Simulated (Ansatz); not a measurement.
Here is the system:

TiSi₂:
Space group Fddd, origin choice 1 (No. 70); a = 4.802 Å, b = 8.264 Å, c = 8.572 Å, α = β = γ = 90.00°

```tsv
atom	site	symmetry	x	y	z
Ti	8b	222	0.5000	0.5000	0.5000
Si	16f	.2.	0.0000	0.1627	0.0000
```
(The calculation used a cell of 6 atoms; values per cell refer to that cell.)

This is the PBE-relaxed structure.

Question: All from plane-wave PAW PBE (Ansatz code), unless another level is named. Predict the Poisson's ratio.

Answer: 0.18.

Question: What about the highest zone-centre frequency?

Answer: 426 cm⁻¹.

Symmetry was held in the PBE relaxation; of distortions, only those at the zone centre were tested. No spin polarisation was allowed. As this level gives no gap, phonon frequencies hold no LO–TO term and depend on the k-mesh and smearing (Fermi–Dirac, 0.1 eV here).

Potentials: the later of the program's two PAW sets.
